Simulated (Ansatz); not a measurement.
Input:

ScAl₃ (Cu3Au type)

```xyz
4
Lattice="4.1055 0.0000 0.0000 0.0000 4.1055 0.0000 0.0000 0.0000 4.1055" Properties=species:S:1:pos:R:3 pbc="T T T"
Al     0.0000     2.0528     2.0528
Al     2.0528     2.0528     0.0000
Al     2.0528     0.0000     2.0528
Sc     0.0000     0.0000     0.0000
```

Scan: atom 1 (Al, nearest neighbour Al at 2.903 Å; its periodic images, 4.1 Å or more away, move with it) is displaced along Cartesian z, direction (0.000, 0.000, 1.000) in Cartesian axes, by s. The other atoms stay.

Calculation: PBE (plane waves to 420 eV, PAW, scalar-relativistic; Ansatz, a first-principles code). k mesh 9×9×9 (Γ-centred), Fermi-Dirac smearing 0.05 eV. Energies are smeared free energies. With partly filled bands, energies and forces of such displacements shift with the k mesh and the smearing. ScAl3 is run without spin polarisation. ScAl3 was relaxed with its symmetry unable to fall. ΔE is measured from the undisplaced structure.

The scan covers s from -0.580 to 0.580 Å in 11 points.

Problem. Is this a single well or a double well?

Solution. A single well with its minimum at or next to zero displacement.

Problem. Is the energy the same for equal positive and negative displacements?

Solution. Even: the same for both signs. With its periodic images moving along, the atom's site symmetry in this cell is 4/mmm.

Problem. What is the force constant k = d²E/ds² of this move at s = 0?

Solution. 6.15 eV/Å².

(For displaced atoms, the force is minus the slope of the energy, and its curvature is a force constant, which sets phonon frequencies.)
